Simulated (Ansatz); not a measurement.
This cell of InAs (zinc blende) is off equilibrium:

```
InAs
1.0
    0.00000     3.09316     3.09316
    3.09316     0.00000     3.09316
    3.09316     3.09316     0.00000
As In
1 1
Direct
  0.75000   0.75000   0.75000
  0.14225   0.00000   0.85775
```

Method: PBE (plane waves to 420 eV, PAW, scalar-relativistic; Ansatz, an electronic-structure program). k mesh 8×8×8 (Γ-centred), Fermi-Dirac smearing 0.05 eV. The energy includes the smearing's −TS. Stress and pressure are positive under compression. With partly filled bands, energies and forces of such displacements shift with the k mesh and the smearing. At this level the bands of InAs touch or barely overlap; measurements give the solid a gap. InAs was relaxed with its symmetry unable to fall.

**Question.** Predict the force on every atom, in eV/Å.

**Answer.** 
```
atom      Fx      Fy      Fz
----  ------  ------  ------
As1   -3.585   4.117   3.585
In2    3.585  -4.117  -3.585
```

**Question.** Give the stress tensor in GPa and the pressure.

**Answer.** 
```
    5.4    -11.1     -7.8
  -11.1     13.4     11.1
   -7.8     11.1      5.4
```
The pressure, a third of the trace, is 8.1 GPa.

**Question.** In it atom 2 sits (-0.440, 0.000, 0.440) Å away from its relaxed site. What is its energy relative to the relaxed cell?

**Answer.** 1430 meV/cell.

(For displaced atoms, the force is minus the slope of the energy, and its curvature is a force constant, which sets phonon frequencies.)
